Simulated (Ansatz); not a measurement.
Values for one crystal, relaxed and computed with DFT-PBEsol in the program Ansatz with PAW potentials; other levels are named.

- Volume per atom: 10.05 Å³
- Band gap: 3.47 eV (indirect)
- Debye temperature from the elastic constants: 726 K
- HSE06 gap on the PBEsol cell: 4.80 eV
- Static dielectric constant ε0 (ions relaxed, cell fixed): 11.9 (xx = yy), 8.50 (zz)
- Poisson's ratio: 0.24
- Elastic constants (relaxed ions, GPa): C11 = 68.5, C12 = 40.5, C13 = 30.8, C33 = 131, C44 = 36.3, C66 = 52.5

Problem. Which compound is it?
(A) KBr, rock salt
(B) MgO, CsCl type
(C) MgH2, rutile
(D) MnF2, rutile

Solution. C, MgH2, rutile

Space group P4_2/mnm (rutile). The cell was relaxed with PBEsol under the symmetry of its start; phonons on a q-mesh show no instability.

Potentials: the later of the program's two PAW sets.
